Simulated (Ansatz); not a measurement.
Task: Si in space group Fd-3m (No. 227; Si on 8a, Si on 32e, Si on 96g) is relaxed with plane-wave PAW PBE (Ansatz code). What lattice parameters of the conventional cell result?

Result: a = 14.744 Å.

Task: Give the free coordinates with the occupied sites.

Result: In one choice of origin and axes:

```tsv
atom	site	symmetry	x	y	z
Si	8a	-43m	0.0000	0.0000	0.0000
Si	32e	.3m	0.3603	0.3603	0.3603
Si	96g	..m	0.0587	0.0587	0.2529
```

Task: Is it a metal or does it have a gap at this level?

Result: A gap of 0.54 eV, indirect.

The workflow started from a Materials Project entry (that database holds measured and hypothetical structures alike). Its sites differ from those of the usual phase in this space group: another stacking or structure type. Symmetry was held in the PBE relaxation; its stability against distortions is not shown here.

Potentials: the later of the program's two PAW sets.
